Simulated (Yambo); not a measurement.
Yambo run on NH$_{4}$F (space group P6_3mc, No. 186). The wavefunctions come from this Quantum ESPRESSO step (LDA, PseudoDojo standard norm-conserving files, scalar-relativistic):

```
&CONTROL
  calculation = 'nscf'
  pseudo_dir = './pseudo'
  outdir = './out'
/
&SYSTEM
  ibrav = 0
  nat = 12
  ntyp = 3
  ecutwfc = 84.0
  ecutrho = 336.0
  occupations = 'fixed'
  force_symmorphic = .true.
  nbnd = 217
/
&ELECTRONS
  conv_thr = 1.2000000000000002e-08
  diago_full_acc = .true.
  diago_thr_init = 1e-08
/
ATOMIC_SPECIES
H 1.0080 H.upf
N 14.0070 N.upf
F 18.9984 F.upf
CELL_PARAMETERS angstrom
  4.407669917000   0.000000000000   0.000000000000
 -2.203834959000   3.817154120000   0.000000000000
  0.000000000000   0.000000000000   7.136320000000
ATOMIC_POSITIONS crystal
H   0.537874500000   0.075749000000   0.923070000000
H   0.462125500000   0.537874500000   0.423070000000
H   0.924251000000   0.462125500000   0.923070000000
H   0.462125500000   0.924251000000   0.423070000000
H   0.537874500000   0.462125500000   0.923070000000
H   0.075749000000   0.537874500000   0.423070000000
H   0.333333333000   0.666666667000   0.228630000000
H   0.666666667000   0.333333333000   0.728630000000
N   0.333333333000   0.666666667000   0.374710000000
N   0.666666667000   0.333333333000   0.874710000000
F   0.333333333000   0.666666667000   0.997640000000
F   0.666666667000   0.333333333000   0.497640000000
K_POINTS automatic
3 3 2 0 0 0
```

Yambo input:

```
rim_cut
gw0
dyson
el_el_corr
HF_and_locXC
ppa
em1d
RandQpts= 1000000
RandGvec= 1 Ry
EXXRLvcs= 84 Ry
VXCRLvcs= 336 Ry
Chimod= "HARTREE"
% BndsRnXp
 1 | 216 |
%
NGsBlkXp= 8 Ry
% LongDrXp
 1.0 | 1.0 | 1.0 |
%
PPAPntXp= 27.2114 eV
% GbndRnge
 1 | 216 |
%
GTermKind= "BG"
DysSolver= "n"
ExtendOut
% QPkrange
 1 | 1 | 16 | 17 |
 5 | 5 | 16 | 17 |
%
```

k points by index: 1 = Γ, 5 = K.

Resulting energies as the program prints them:

```
#    K-point    Band    Eo [eV]    E [eV]    E-Eo [eV]    Vxc [eV]    Vnlxc [eV]    Sc|Eo [eV]    Sc|E [eV]    dSc/dw|Eo [eV]    Re(Z)    Im(Z)
#
    1    16    -0.278343    -2.872377    -2.594034    -21.04357    -28.34087    4.131227    4.703266    -6.000394    0.819328    -0.001065
    1    17    5.938501    7.346472    1.407971    -7.223103    -3.397233    -2.273760    -2.417899    -2.785598    0.907137    -0.610566E-3
    5    16    0.000000    -2.554104    -2.554104    -21.39591    -28.58292    4.073987    4.632911    -5.954491    0.820462    -0.001042
    5    17    8.448230    9.794462    1.346232    -5.751025    -2.122602    -2.153722    -2.282192    -2.596638    0.912888    -0.615514E-3
```
(The two width columns are left out.) Convergence of these settings isn't established.

Geometry of the Materials Project entry, not relaxed at this level.

The distance between layers or molecules is the database entry's, not relaxed here. Functionals without dispersion can leave it too large, which widens gaps and weakens the response across layers: the numbers belong to this cell.
